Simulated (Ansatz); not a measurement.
## Zone-centre modes in InO

All numbers below come from DFT PBE, scalar-relativistic, plane waves, PAW in Ansatz 0.2.0. Settings: plane waves to 420 eV, k-mesh 10×6×2 (Γ-centred), Gaussian smearing 0.03 eV. No spin polarisation.

The undisturbed cell (relaxed at this level; it needn't be the usual structure):

```
In O
1.0
     3.44958    0.00000    0.00000
     0.00000    5.97484    0.00000
     0.00000    0.00000   15.86688
In O
4 4
Direct
  0.50000 0.16667 0.59004
  0.00000 0.66667 0.59004
  0.50000 0.16667 0.40996
  0.00000 0.66667 0.40996
  0.50000 0.50000 0.63971
  0.00000 0.00000 0.63971
  0.50000 0.50000 0.36029
  0.00000 0.00000 0.36029
```

The cell holds layers and no dispersion correction was added, so their binding is poorly described.

Harmonic modes by finite displacements of 0.02 Å, without the LO–TO term. The cell doubles the primitive one, so its zone centre also holds the primitive cell's point q = (0, 1/2, 0).

Question: At this geometry, is the structure stable against these modes?

Answer: Yes: no mode is imaginary beyond 10 cm⁻¹, and only the three translations lie near zero.

Question: List the wavenumbers in cm⁻¹.

Answer: 0, 0, 0, 41, 41, 59, 86, 97, 125, 136, 149, 156, 338, 343, 361, 391, 402, 402, 403, 403, 410, 413, 439, 495.

Cost: 1 run of about 8.3 core-minutes, on AMD EPYC 7R43 (Zen 3) (shared hosts).